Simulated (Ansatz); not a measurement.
CoMo:
```
CoMo
1.0
    2.62298     0.00000     0.00000
    0.00000     2.62298     0.00000
    0.00000     0.00000     3.67991
Co Mo
1 1
Direct
  0.00000   0.00000   0.00000
  0.50000   0.50000   0.50000
```

Relaxed with r²SCAN. Special points in fractions of this cell's reciprocal vectors: Γ (0.000, 0.000, 0.000); X (0.000, 0.500, 0.000); M (0.500, 0.500, 0.000); Z (0.000, 0.000, 0.500); R (0.000, 0.500, 0.500); A (0.500, 0.500, 0.500).

**Question.** List the band energies nearest the Fermi level at these points for the program Ansatz at the r²SCAN with spin–orbit coupling level (PAW).

**Answer.** In eV from the Fermi level; about four levels below and three above (degenerate sets whole), none deeper than 8.9 eV; points with the same levels are listed once.

```csv
k,below,above
Γ,-1.42 -1.42 -0.49 -0.49,0.32 0.32 3.20 3.20
X,-1.21 -1.21 -0.85 -0.85,0.76 0.76 1.92 1.92
M,-4.55 -4.55 -4.55 -4.55 -4.51 -4.51,0.45 0.45 0.68 0.68
Z,-0.95 -0.95 -0.40 -0.40,0.29 0.29 1.52 1.52
R,-1.69 -1.69 -1.42 -1.42,0.26 0.26 0.65 0.65
A,-2.22 -2.22 -0.94 -0.94,0.46 0.46 2.38 2.38
```

Space group P4/mmm (L1₀ or tetragonal B2). The start of the workflow was typed in or built on a structure type; neither database checked (COD, Materials Project) lists it. Whether it is the stable phase at ambient conditions was not checked. Symmetry was held in the r²SCAN relaxation; whether a distortion lowers the energy is not shown. The workflow began spin-polarised and lost its moments. Its formation energy is positive at this level, so the cell may be metastable or incomplete.

Potentials: the earlier of the program's two PAW sets.
